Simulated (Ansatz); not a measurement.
The relaxed structure here is a generated cell of Ta2Si: the first start was made by placing the elements on the sites of a structure type, and the end was not matched to a known phase here, so it may be hypothetical.

The start is a generated cell, Ta2Si placed in the AFLOW prototype AB2_oP6_58_a_g (C35, as in CaCl2). The structure is fully relaxed (lattice and positions, P = 0) with r2SCAN (plane waves to 500 eV, PAW, scalar-relativistic; Ansatz, a first-principles code). The first steps use a coarse 5×5×7 k-mesh.

The start:
```
CELL_PARAMETERS angstrom
      5.24577     0.00000     0.00000
      0.00000     5.40550     0.00000
      0.00000     0.00000     3.53081
ATOMIC_POSITIONS crystal
  Si 0.00000 0.00000 0.00000
  Si 0.50000 0.50000 0.50000
  Ta 0.27500 0.32500 0.00000
  Ta 0.77500 0.17500 0.50000
  Ta 0.22500 0.82500 0.50000
  Ta 0.72500 0.67500 0.00000
```

Q: What pressure does the first self-consistent step give?

A: +29 GPa (positive: the cell is compressed).

Q: What is the largest force in the starting geometry, and on which atom (counted from 1)?

A: About 1.0 eV/Å, on Ta3, Ta4, Ta5, Ta6 (atoms numbered as listed).

Q: How much energy is released per atom?

A: 0.41 eV/atom.

Q: How does the volume change?

A: +10.5 %, from 16.69 to 18.43 Å³/atom.

Q: How do the shortest distances between atoms change?

A: The closest pairs of elements (up to four, under 3.6 Å), start → end: Si–Ta 2.27 → 2.45 Å; Ta–Ta 3.03 → 2.89 Å; Si–Si 3.53 → 3.36 Å.

Q: What band gap does the relaxed structure have at this level?

A: Zero (metallic).

The space group stays Pnnm (No. 58) (the run could not lower it); the end is AFLOW prototype AB2_oP6_58_a_g (as in Fe2C), with 6 atoms in the primitive cell. Final values are on a 9×8×14 k-mesh of the relaxed cell. No spin polarisation in the result.

The run could not lower the symmetry of its start; a shaken copy of this end point relaxes with r2SCAN to Cmcm (No. 63), 0.61 eV/atom lower.
